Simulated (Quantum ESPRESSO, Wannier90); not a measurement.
**SrAlGe (P-6m2), plane waves to Wannier functions**

```xyz
3
Lattice="4.2965 0.0000 0.0000 -2.1483 3.7209 0.0000 0.0000 0.0000 4.7790" Properties=species:S:1:pos:R:3 pbc="T T T"
Sr     0.0000     0.0000     0.0000
Al    -2.1483     1.2403     2.3895
Ge     2.1483    -1.2403     2.3895
```

Materials Project entry mp-13311; symmetrised, unrelaxed at this level. Not found in the COD (Crystallography Open Database) copy used; not checked further. Computed values, not measurements, from PBEsol: Quantum ESPRESSO (norm-conserving PseudoDojo potentials, cutoff 63 Ry, no spin polarisation, no spin-orbit coupling) on a Γ-centred 6×6×6 mesh, then Wannier90. Density: 12×12×6 mesh, cold smearing 0.01 Ry. Spin-orbit coupling, left out, would split the p-like bands by a few tenths of an eV.

Base run: 14 functions from bands 10-32 of the 32 computed, start hydrogen-like Sr: s;d; Al: s;p; Ge: s;p, centres 0.05 Å off the atoms, frozen window up to 1.50 eV relative to the Fermi level, outer window open. Its settings: num_cg_steps = 5, trial_step = 2 and dis_mix_ratio = 0.5 (the program's defaults), conv_tol = 1.0e-6 over 4 steps, num_iter = 1000, dis_conv_tol = 1.0e-6, dis_num_iter = 1000. One of them is changed at a time.

```json
[
 {"run": "base", "disentanglement steps": "318", "localisation steps": "854", "Ω_I (Å²)": "25.695", "Ω_total (Å²)": "29.647", "ended": "converged"},
 {"run": "fixed_step = 0.5", "disentanglement steps": "318", "localisation steps": "1000", "Ω_I (Å²)": "25.695", "Ω_total (Å²)": "36.793", "ended": "step limit"},
 {"run": "trial_step = 10.0", "disentanglement steps": "318", "localisation steps": "875", "Ω_I (Å²)": "25.695", "Ω_total (Å²)": "29.646", "ended": "converged"},
 {"run": "dis_mix_ratio = 1.0", "disentanglement steps": "808", "localisation steps": "974", "Ω_I (Å²)": "25.654", "Ω_total (Å²)": "29.483", "ended": "converged"}
]
```
